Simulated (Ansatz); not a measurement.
**W (bcc): a workflow**

**What was measured.** A measured cell of cubic W (space group Im-3m) at 298 K, from the Crystallography Open Database (1997, doi:10.1007/s002690050070), has a = 3.165 Å and 15.85 Å³/atom.

Method: PBEsol, scalar-relativistic; no spin polarisation; PAW, 420 eV, Γ-centred 18×18×18 mesh, 0.05 eV Gaussian smearing; code Ansatz; PAW files: Ansatz's generated set soft_2.

The first cell, 0 % under the database's volume:

```
CELL_PARAMETERS angstrom
-1.58000 1.58000 1.58000
1.58000 -1.58000 1.58000
1.58000 1.58000 -1.58000
ATOMIC_POSITIONS crystal
W 0.00000 0.00000 0.00000
```

The runs in order:

```tsv
run	level	k-mesh	kind	V (Å³/atom)	P (GPa)	E − E(final) (meV/atom)	gap on the mesh (eV)
1	PBEsol	18×18×18	fixed cell	15.78	-1.8	0.5	metal
2	PBEsol	18×18×18	fixed cell	15.59	2.1	0.6	metal
3	PBEsol	18×18×18	fixed cell	15.69	0.0	0.0	metal
```

The cell is relaxed to zero pressure at this level.

The final structure (symmetry read at 0.01 Å). It takes space group Im-3m (No. 229, cubic). Conventional cell: a = 3.154 Å, b = 3.154 Å, c = 3.154 Å, α = 90.00°, β = 90.00°, γ = 90.00°. W (site symmetry m-3m) has 8 W at 2.73 Å as nearest neighbours. (Neighbours are counted to 15 % beyond the shortest distance.)

- At the final geometry the gap, band path included, is zero (metallic).

**Comparison.** The computed cell (3.154 Å, 15.69 Å³/atom) differs from the database's by −1.0 % in volume, about −0.3 % in length. PBEsol was built to cure PBE's overestimate of volumes, and the static lattice lacks thermal expansion.

Spin–orbit coupling, which matters for such heavy elements, is left out.
